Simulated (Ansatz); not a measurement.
Total density of states per atom from plane-wave PAW r²SCAN (Ansatz code), in 0.25 eV bins, energy from the valence-band maximum:

```
E (eV) | states/eV/atom
    -7.85 |  0.00
    -7.60 |  0.00
    -7.35 |  0.00
    -7.10 |  0.00
    -6.85 |  0.00
    -6.60 |  0.00
    -6.35 |  0.00
    -6.10 |  0.00
    -5.85 |  0.00
    -5.60 |  0.00
    -5.35 |  0.00
    -5.10 |  0.00
    -4.85 |  0.00
    -4.60 |  0.00
    -4.35 |  0.00
    -4.10 |  0.00
    -3.85 |  0.00
    -3.60 |  0.00
    -3.35 | ## 0.11
    -3.10 | ######## 0.48
    -2.85 | ################# 0.96
    -2.60 | ############### 0.83
    -2.35 | ############ 0.70
    -2.10 | ########### 0.64
    -1.85 | ############# 0.76
    -1.60 | ############# 0.71
    -1.35 | ############## 0.79
    -1.10 | ######################### 1.44
    -0.85 | ######################## 1.38
    -0.60 | ############################## 1.71
    -0.35 | ###################### 1.25
    -0.10 | #### 0.23
     0.15 |  0.00
     0.40 |  0.00
     0.65 |  0.00
     0.90 |  0.00
     1.15 |  0.00
     1.40 |  0.00
     1.65 |  0.00
     1.90 |  0.00
     2.15 |  0.00
     2.40 |  0.00
     2.65 |  0.00
     2.90 |  0.00
     3.15 |  0.00
     3.40 |  0.00
     3.65 |  0.00
     3.90 |  0.00
     4.15 |  0.00
     4.40 |  0.02
     4.65 | # 0.03
     4.90 | # 0.05
     5.15 | ### 0.16
     5.40 | ########## 0.55
     5.65 | ################ 0.92
     5.90 | ############## 0.78
     6.15 | ############# 0.71
     6.40 | ######### 0.54
     6.65 | ######### 0.49
     6.90 | ############### 0.87
     7.15 | ########### 0.65
     7.40 | ############# 0.72
     7.65 | ################### 1.09
     7.90 | ########## 0.58
     8.15 | ##################### 1.22
     8.40 | ############## 0.81
     8.65 | ########## 0.56
     8.90 | ############# 0.74
```

Pick the material that matches.
(A) PbS, zinc blende
(B) MgS, P4_2/mnm (Mg on 4g, S on 4f)
(C) MgSe, wurtzite
(D) BeS, NiAs type

B, MgS, P4_2/mnm (Mg on 4g, S on 4f). Top 1 eV of the valence band: S 3p 97 %. Bottom 1 eV of the conduction band: Mg 3s 57 %, S 3s 25 %, S 3p 8 %, outside the projected shells 11 %. Projections are on Löwdin-orthogonalised atomic valence shells; empty p or d shells of many metals are not among them.

The start of the workflow was typed in or built on a structure type; neither database checked (COD, Materials Project) lists it. COD files the formula under space group No. 225. Its standing as an ambient phase is unchecked. The r²SCAN relaxation kept the symmetry of its start; its stability against distortions is not shown here.

Potentials: the earlier of the program's two PAW sets. The files were generated under PBE; for other functionals the program regenerates the frozen cores, and for LDA and PBEsol the local potential too.
